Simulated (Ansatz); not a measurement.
ZnSnN₂:
```xyz
4
Lattice="1.5791 0.9117 5.1309 -1.5791 0.9117 5.1309 0.0000 -1.8234 5.1309" Properties=species:S:1:pos:R:3 pbc="T T T"
Sn     0.0000     0.0000     0.0000
Zn     0.0000     0.0000     7.6964
N      0.0000     0.0000     3.9001
N      0.0000     0.0000    11.4927
```

Relaxed with r²SCAN+D4. r²SCAN+D4 (plane waves, PAW; program Ansatz) gives a gap of 1.27 eV.

Task: What gap does HSE06 give on the same cell (Ansatz, PAW)?

Result: 1.98 eV, 0.71 eV more. The hybrid was solved on a coarser mesh and at special points; its gap is the smallest among all of these.

```
k   v1 r²SCAN+D4  c1 r²SCAN+D4  v1 HSE06  c1 HSE06
--  ------------  ------------  --------  --------
Γ          -0.19          1.27     -0.18      1.98
T          -0.62          3.73       ___       ___
L          -1.39          3.70       ___       ___
F          -0.04          1.33       ___       ___
S0         -1.38          4.42     -1.47      5.23
H0         -1.49          4.59       ___       ___
```

Task: Top valence (v1) and lowest conduction level (c1) in eV from each method's valence maximum (which need not be a listed point): supply the withheld HSE06 values.

Result: 
- F, v1 HSE06: -0.06
- F, c1 HSE06: 2.07
- L, v1 HSE06: -1.38
- L, c1 HSE06: 4.46
- H0, v1 HSE06: -1.57
- H0, c1 HSE06: 5.40
- T, v1 HSE06: -0.55
- T, c1 HSE06: 4.48

Cost on shared cores: the r²SCAN+D4 run (SCF on a 10×10×10 mesh, then bands and DOS) about 80 core-seconds (a rough figure), the HSE06 run (SCF on 8×8×8, then a few points) very roughly 8 core-minutes; the tasks are unlike.

Space group R-3m. A made-up cell: these elements were put on the sites of a structure type; neither database checked (COD, Materials Project) lists it. Whether it is the stable phase at ambient conditions was not checked. The cell was relaxed with r²SCAN+D4 under the symmetry of its start; its stability against distortions is not shown here. Scalar-relativistic: spin–orbit coupling is off unless named, which matters more the heavier the elements.

Potentials: the earlier of the program's two PAW sets.
